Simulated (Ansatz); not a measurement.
Cu Kα1 powder pattern (kinematic, no thermal factors).
```csv
2θ (°),relative intensity
13.77,2
18.39,1
23.05,2
26.41,82
26.82,2
27.74,50
28.01,3
29.90,100
35.33,2
38.68,32
42.34,3
46.27,5
46.62,64
50.43,60
52.62,1
54.37,10
54.81,2
55.12,41
56.37,16
57.31,2
62.12,7
64.17,2
67.78,1
71.10,20
74.35,2
74.37,7
76.07,13
76.88,4
79.80,11
81.11,7
82.95,1
85.52,2
86.27,2
86.52,10
89.38,22
```

The pattern is computed from a structure relaxed with DFT PBE, scalar-relativistic, plane waves, PAW (Ansatz). No spin polarisation. Its elements are Cd, S, Zn.

Give the structure.

Zn5CdS6.
Space group P3m1 (No. 156). a = 3.894 Å, b = 3.894 Å, c = 19.277 Å, α = 90.00°, β = 90.00°, γ = 120.00°
| atom | site | symmetry | x | y | z |
| --- | --- | --- | --- | --- | --- |
| Zn | 1b | 3m. | 0.3333 | 0.6667 | 0.9959 |
| Zn | 1b | 3m. | 0.3333 | 0.6667 | 0.6710 |
| Zn | 1c | 3m. | 0.6667 | 0.3333 | 0.1579 |
| Zn | 1c | 3m. | 0.6667 | 0.3333 | 0.5086 |
| Zn | 1c | 3m. | 0.6667 | 0.3333 | 0.8334 |
| Cd | 1b | 3m. | 0.3333 | 0.6667 | 0.3362 |
| S | 1b | 3m. | 0.3333 | 0.6667 | 0.1183 |
| S | 1b | 3m. | 0.3333 | 0.6667 | 0.4685 |
| S | 1b | 3m. | 0.3333 | 0.6667 | 0.7934 |
| S | 1c | 3m. | 0.6667 | 0.3333 | 0.2798 |
| S | 1c | 3m. | 0.6667 | 0.3333 | 0.6310 |
| S | 1c | 3m. | 0.6667 | 0.3333 | 0.9559 |

A pattern alone doesn't exclude other cells with like lines; this is the one computed.

The cell was found from a structure generator's guess, not taken from experiment.
